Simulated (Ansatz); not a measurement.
Ansatz (a first-principles code) input:

Ansatz 0.2 input:
```yaml
crystal:
  lattice:
    - [3.2891652774, 0.0, 0.0]
    - [-1.6445826387, 2.8485006875, 0.0]
    - [0.0, 0.0, 14.5208942189]
  atoms:
    - { symbol: Zr, position: [0.3333333333, 0.6666666667, 0.0863481902] }
    - { symbol: Zr, position: [0.6666666667, 0.3333333333, 0.9136518098] }
    - { symbol: Zr, position: [0.6666666667, 0.3333333333, 0.5863481902] }
    - { symbol: Zr, position: [0.3333333333, 0.6666666667, 0.4136518098] }
    - { symbol: Al, position: [0.3333333333, 0.6666666667, 0.75] }
    - { symbol: Al, position: [0.6666666667, 0.3333333333, 0.25] }
    - { symbol: C, position: [0.0, 0.0, 0.0] }
    - { symbol: C, position: [0.0, 0.0, 0.5] }
kpoints:
  mp_grid: { grid: [11, 11, 2] }
  band_path:
    path:
      - [[0.0, 0.0, 0.0], [0.5, 0.0, 0.0], [0.3333333333, 0.3333333333, 0.0], [0.0, 0.0, 0.0], [0.0, 0.0, 0.5], [0.5, 0.0, 0.5], [0.3333333333, 0.3333333333, 0.5], [0.0, 0.0, 0.5]]  # Γ-M-K-Γ-A-L-H-A
      - [[0.5, 0.0, 0.5], [0.5, 0.0, 0.0]]  # L-M
      - [[0.3333333333, 0.3333333333, 0.5], [0.3333333333, 0.3333333333, 0.0]]  # H-K
    npoints: 8
basis: { xc_grid: 2 }
hamiltonian:
  xc: pbesol
  pseudopotentials: { kind: paw }
magnetization: { noncollinear: true, spin_orbit: true }
scf:
  n_extra_bands: 16
  convergence: { dr2_threshold: 0.0000000001 }
  occupations: { method: gaussian, width: 0.05 }
output: { eigenvalues: true }
```

Output (shortened):

```
Pseudopotential: Zr, paw_fr, valence charge 12
Pseudopotential: Al, paw_fr, valence charge 3
Pseudopotential: C, paw_fr, valence charge 4
Functional definition: PBEsol
non-collinear run that drives no moment, with spin-orbit …
Crystal: 8 atoms, lattice volume = 136.049 Å³
Basis set: ecut = 420 eV, 2701 PW (Γ), exchange–correlation on 48×48×200 points (8 copies of the dense FFT grid, shifted against one another)
Bands: 78, of which v1, the nominal top of the filled ones, is band 62 counted from 1 (61 counted from 0)
Symmetry: 24 space group operations + 24 with time reversal
k-points: 32 of 242
Projection manifold: j_resolved (fully-relativistic pseudo-atomic orbitals)
SCF iter   1: F=—  HF=-18067.627236 eV  |F-HF|=—  |Δ(HF+E_count)|=         —  Δρ=5.17e-2  dr2=7.93e0  dr2_m=0.00e0 (ungated)  ethr=3.10e-3  |M|=0.00e0 ∫|m|=0.00e0 μB  |m|>n=0.0e0 m-floor=0.0e0 τ_xc=0.0e0  β_m=0.30  ⟨swp⟩=5.1  Hψ=6230  notcnv=0  defer=32
preconditioner: auto → Kerker (q_TF=auto, 2.393 Å⁻¹)
spin=Noncollinear: Kerker preconditioning applied to the charge; magnetization (m_x, m_y, m_z) channels mix plain (no charge-response kernel on spin).
SCF iter   2: F=—  HF=-18066.650502 eV  |F-HF|=—  |Δ(HF+E_count)|=   9.77e-1  Δρ=3.08e-2  dr2=3.16e0  dr2_m=0.00e0 (ungated)  ethr=3.10e-3  |M|=0.00e0 ∫|m|=0.00e0 μB  |m|>n=0.0e0 m-floor=0.0e0 τ_xc=0.0e0  β_m=0.50  ⟨swp⟩=2.0  Hψ=2005  notcnv=0  defer=318
SCF iter   3: F=—  HF=-18066.089698 eV  |F-HF|=—  |Δ(HF+E_count)|=   5.61e-1  Δρ=1.06e-2  dr2=2.54e-1  dr2_m=0.00e0 (ungated)  ethr=3.10e-3  |M|=0.00e0 ∫|m|=0.00e0 μB  |m|>n=0.0e0 m-floor=0.0e0 τ_xc=0.0e0  β_m=0.75  ⟨swp⟩=2.1  Hψ=1665  notcnv=0  defer=318
SCF iter   4: F=—  HF=-18066.035220 eV  |F-HF|=—  |Δ(HF+E_count)|=   5.45e-2  Δρ=1.42e-3  dr2=1.20e-2  dr2_m=0.00e0 (ungated)  ethr=4.10e-4  |M|=0.00e0 ∫|m|=0.00e0 μB  |m|>n=0.0e0 m-floor=0.0e0 τ_xc=0.0e0  β_m=0.87  ⟨swp⟩=2.8  Hψ=1868  notcnv=0  defer=330
SCF iter   5: F=—  HF=-18066.033205 eV  |F-HF|=—  |Δ(HF+E_count)|=   2.01e-3  Δρ=3.75e-4  dr2=3.03e-4  dr2_m=0.00e0 (ungated)  ethr=1.93e-5  |M|=0.00e0 ∫|m|=0.00e0 μB  |m|>n=0.0e0 m-floor=0.0e0 τ_xc=0.0e0  β_m=0.94  ⟨swp⟩=2.0  Hψ=1458  notcnv=0  defer=330
SCF iter   6: F=—  HF=-18066.033165 eV  |F-HF|=—  |Δ(HF+E_count)|=   4.06e-5  Δρ=6.60e-5  dr2=1.29e-5  dr2_m=0.00e0 (ungated)  ethr=4.89e-7  |M|=0.00e0 ∫|m|=0.00e0 μB  |m|>n=0.0e0 m-floor=0.0e0 τ_xc=0.0e0  β_m=0.97  ⟨swp⟩=2.0  Hψ=1457  notcnv=0  defer=330
SCF iter   7: F=—  HF=-18066.033166 eV  |F-HF|=—  |Δ(HF+E_count)|=   1.32e-6  Δρ=1.83e-5  dr2=7.98e-7  dr2_m=0.00e0 (ungated)  ethr=2.08e-8  |M|=0.00e0 ∫|m|=0.00e0 μB  |m|>n=0.0e0 m-floor=0.0e0 τ_xc=0.0e0  β_m=0.98  ⟨swp⟩=2.5  Hψ=1614  notcnv=0  defer=330
SCF iter   8: F=—  HF=-18066.032958 eV  |F-HF|=—  |Δ(HF+E_count)|=   2.08e-4  Δρ=3.99e-6  dr2=4.42e-8  dr2_m=0.00e0 (ungated)  ethr=1.29e-9  |M|=0.00e0 ∫|m|=0.00e0 μB  |m|>n=0.0e0 m-floor=0.0e0 τ_xc=0.0e0  β_m=0.99  ⟨swp⟩=2.0  Hψ=1494  notcnv=0  defer=330
SCF iter  10: F=-18066.032958 eV  HF=-18066.032958 eV  |F-HF|=2.55e-11  |Δ(HF+E_count)|=  1.96e-10  Δρ=1.12e-7  dr2=3.69e-11  dr2_m=0.00e0 (ungated)  ethr=1.00e-12  |M|=0.00e0 ∫|m|=0.00e0 μB  |m|>n=0.0e0 m-floor=0.0e0 τ_xc=0.0e0  ⟨swp⟩=10.9  Hψ=4363  notcnv=0
SCF 1 converged in 10 iterations: F = -18066.032958 eV  dr2 = 3.69e-11
NSCF: frozen V_eff on 75 k-points
SCF converged after 10 iterations
Magnetization: |M| = 0.0000 μB,  M = (+0.0000, +0.0000, +0.0000) μB
Absolute magnetization: 0.0000 μB (∫|m|)
  site 0: m = (+0.0000, +0.0000, +0.0000) μB, |m| = 0.0000 μB  (R = 0.94 Å)
  site 1: m = (+0.0000, +0.0000, +0.0000) μB, |m| = 0.0000 μB  (R = 0.94 Å)
  site 2: m = (+0.0000, +0.0000, +0.0000) μB, |m| = 0.0000 μB  (R = 0.94 Å)
  site 3: m = (+0.0000, +0.0000, +0.0000) μB, |m| = 0.0000 μB  (R = 0.94 Å)
  site 4: m = (+0.0000, +0.0000, +0.0000) μB, |m| = 0.0000 μB  (R = 1.25 Å)
  site 5: m = (+0.0000, +0.0000, +0.0000) μB, |m| = 0.0000 μB  (R = 1.25 Å)
  site 6: m = (+0.0000, +0.0000, +0.0000) μB, |m| = 0.0000 μB  (R = 0.94 Å)
  site 7: m = (+0.0000, +0.0000, +0.0000) μB, |m| = 0.0000 μB  (R = 0.94 Å)
Free energy (F): -18066.032958 eV
Harris-Foulkes:  -18066.032958 eV  (|F-HF|=2.55e-11)
Internal energy: -18066.029963 eV  (E = F + TS)
E sigma→0 (E₀):  -18066.031461 eV
Entropy (-TS):   -0.002994 eV (-0.374 meV/atom)
Fermi energy:    11.764879 eV
--- Per-component energies (eV) ---
  E_band       = -383.833016
  E_kinetic    = 1558.797986
  E_local      = -4268.369525  (includes V_loc(G=0)·N_el)
  E_nonlocal   = 396.450085
  E_hartree    = 1608.657601
  E_xc         = -819.560856
  E_vxc        = -942.989630  (∫ρ·V_xc dr)
  E_paw        = -12701.776958  (= ΣΔE_a)
  E_vpaw       = -345.036915  (= ΣTr[D̂ρ^β])
  E_aug_tail   = 0.000102  (compensation charges beyond the density's cutoff)
  E_ewald      = -3840.974801
  E_core_change = 0.746405  (= ΣΔE_core)
  E_smearing   = -0.002994  (= −TS)
  E_closure    = 0.000000  (closes the sum)
  Σ components = -18066.032958   (vs F -18066.032958, Δ=0.00e0)
  [band-id]    e_kinetic+e_local+e_nonlocal+2·e_hartree+e_vxc+e_vpaw+e_augmentation_tail = -383.832696   (vs E_band -383.833016, Δ=3.20e-4)
--- Band table (eV; the first three rows and the last of 32) ---
  k-point 0: bands = ["-36.2850", "-36.2850", "-36.2848", "-36.2848", "-36.1860", "-36.1860", "-36.1859", "-36.1859", "-15.5908", "-15.5908", "-15.5875", "-15.5875", "-15.2760", "-15.2760", "-15.2737", "-15.2737", "-13.9625", "-13.9625", "-13.9589", …
  k-point 1: bands = ["-36.2849", "-36.2849", "-36.2849", "-36.2849", "-36.1860", "-36.1860", "-36.1860", "-36.1860", "-15.5892", "-15.5892", "-15.5892", "-15.5892", "-15.2749", "-15.2749", "-15.2749", "-15.2749", "-13.9607", "-13.9607", "-13.9607", …
  k-point 2: bands = ["-36.2773", "-36.2773", "-36.2772", "-36.2772", "-36.1818", "-36.1818", "-36.1817", "-36.1817", "-15.5948", "-15.5948", "-15.5918", "-15.5918", "-15.2976", "-15.2976", "-15.2954", "-15.2954", "-13.9717", "-13.9717", "-13.9682", …
  k-point 31: bands = ["-36.1564", "-36.1564", "-36.1564", "-36.1564", "-36.1462", "-36.1462", "-36.1462", "-36.1462", "-15.6606", "-15.6606", "-15.6599", "-15.6599", "-15.6308", "-15.6308", "-15.6303", "-15.6303", "-14.0964", "-14.0964", "-14.0954", …
```

Cost: about 2.5 core-minutes (a rough figure) on shared cores.

Space group P6_3/mmc. The first step of the workflow began from a Materials Project structure, measured or hypothetical; the Crystallography Open Database copy checked does not list it. Its standing as an ambient phase is unchecked. The PBEsol relaxation kept the symmetry of its start; whether a distortion lowers the energy is not shown. The run is not spin-polarised.

Potentials: the later of the program's two PAW sets.

Ansatz is a plane-wave DFT program.
